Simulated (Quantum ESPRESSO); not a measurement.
pw.x input (Quantum ESPRESSO 7.5; PBEsol, PseudoDojo standard norm-conserving files, scalar-relativistic):

```
&CONTROL
  calculation = 'scf'
  pseudo_dir = './pseudo'
  outdir = './out'
  tprnfor = .true.
  tstress = .true.
/
&SYSTEM
  ibrav = 0
  nat = 6
  ntyp = 3
  ecutwfc = 84.0
  ecutrho = 336.0
  occupations = 'smearing'
  smearing = 'fd'
  degauss = 0.002
  nbnd = 33
/
&ELECTRONS
  conv_thr = 6e-10
/
ATOMIC_SPECIES
O 15.9990 O.upf
Cl 35.4500 Cl.upf
Bi 208.9804 Bi.upf
CELL_PARAMETERS angstrom
  3.905728884000   0.000000000000   0.000000000000
  0.000000000000   3.905728884000   0.000000000000
  0.000000000000   0.000000000000   7.336808863000
ATOMIC_POSITIONS crystal
O   0.000000000000   0.000000000000   0.000000000000
O   0.500000000000   0.500000000000   0.000000000000
Cl   0.500000000000   0.000000000000   0.645986469300
Cl   0.000000000000   0.500000000000   0.354013530700
Bi   0.000000000000   0.500000000000   0.826975019700
Bi   0.500000000000   0.000000000000   0.173024980300
K_POINTS automatic
8 8 4 0 0 0
```

End of the output:

```

[...]
     the Fermi energy is     9.6275 ev
!    total energy              =    -458.34495931 Ry
     estimated scf accuracy    <          1.0E-10 Ry
     smearing contrib. (-TS)   =      -0.00000000 Ry
     internal energy E=F+TS    =    -458.34495931 Ry
     The total energy is F=E-TS. E is the sum of the following terms:
     one-electron contribution =    -162.98881148 Ry
     hartree contribution      =     116.31445222 Ry
     xc contribution           =    -119.23737919 Ry
     ewald contribution        =    -292.43322087 Ry
     convergence has been achieved in  12 iterations
     Forces acting on atoms (cartesian axes, Ry/au):
     atom    1 type  1   force =     0.00000000    0.00000000   -0.00000000
     atom    2 type  1   force =     0.00000000    0.00000000    0.00000000
     atom    3 type  2   force =     0.00000000    0.00000000    0.00374864
     atom    4 type  2   force =     0.00000000    0.00000000   -0.00374864
     atom    5 type  3   force =     0.00000000    0.00000000    0.00932429
     atom    6 type  3   force =     0.00000000    0.00000000   -0.00932429
     Total force =     0.014212     Total SCF correction =     0.000018
     Computing stress (Cartesian axis) and pressure
          total   stress  (Ry/bohr**3)                   (kbar)     P=      -18.16
  -0.00013262   0.00000000   0.00000000          -19.51        0.00        0.00
   0.00000000  -0.00013262   0.00000000            0.00      -19.51        0.00
   0.00000000   0.00000000  -0.00010513            0.00        0.00      -15.47
```
In a gapped system the printed Fermi energy is only some level inside the gap.

Spin-orbit coupling is not included.

Geometry relaxed with PBE+D3(BJ).
